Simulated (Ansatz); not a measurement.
BN:
```
CELL_PARAMETERS angstrom
      2.30042     0.00000     0.00000
      0.00000     2.30042     0.00000
      0.00000     0.00000     2.30042
ATOMIC_POSITIONS crystal
  B  0.00000 0.00000 0.00000
  N  0.50000 0.50000 0.50000
```

Relaxed with PBEsol. Special points in fractions of this cell's reciprocal vectors: Γ (0.000, 0.000, 0.000); X (0.000, 0.500, 0.000); M (0.500, 0.500, 0.000); R (0.500, 0.500, 0.500).

Task: List the band energies nearest the Fermi level at these points for the program Ansatz at the PBEsol level (PAW).

Result: In eV from the Fermi level; about four levels below and three above (degenerate sets whole), none deeper than 8.9 eV; … stands for higher levels left out; points with the same levels are listed once.

```tsv
k	below	above
Γ	-2.17 -2.17 -2.17	1.91 …
X	–	0.54 0.54 4.46
M	-3.58	1.65 …
R	-5.09 -5.09 -5.09	…
```

Space group Pm-3m (CsCl type). The start of the workflow was typed in or built on a structure type; neither database checked (COD, Materials Project) lists it. It is not the phase usual at ambient conditions (space group No. 186, 194, 216). The cell was relaxed with PBEsol under the symmetry of its start. At this level the phase is dynamically unstable (imaginary phonons). The volume moved by 29 % from the start of the relaxation. Its formation energy is positive at this level, so the cell may be metastable or incomplete.

Potentials: the later of the program's two PAW sets.
